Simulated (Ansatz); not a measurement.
TaSi2 in space group P6_222 (No. 180; Ta on 3c, Si on 6i) at seven volumes, PBEsol in the plane-wave PAW code Ansatz, shape and atoms relaxed at each. One row is withheld.

| V (Å³/atom) | P (GPa) |
|---|---|
| 13.012 | 22.53 |
| 13.441 | 13.81 |
| 13.870 | 6.36 |
| 14.299 | 0.00 |
| 14.728 | -5.42 |
| 15.157 | ? |
| 15.586 | -13.96 |

Q: Fit the shown pressures and predict the withheld one.

A: P = (3/2)B₀(x^(7/2) − x^(5/2))[1 + (3/4)(B′ − 4)(x − 1)] with x = (V₀/V)^(2/3). Least squares on the six rows gives V₀ = 14.300 Å³/atom, B₀ = 195 GPa, B′ = 4.29. At V = 15.157, x = 0.9619 and P = -10.02 GPa. The run itself gave -10.04 GPa.

Symmetry was held in the PBEsol relaxation; of distortions, only those at the zone centre were tested. The run is not spin-polarised. Spin–orbit coupling is left out wherever it is not named.

Potentials: the later of the program's two PAW sets.
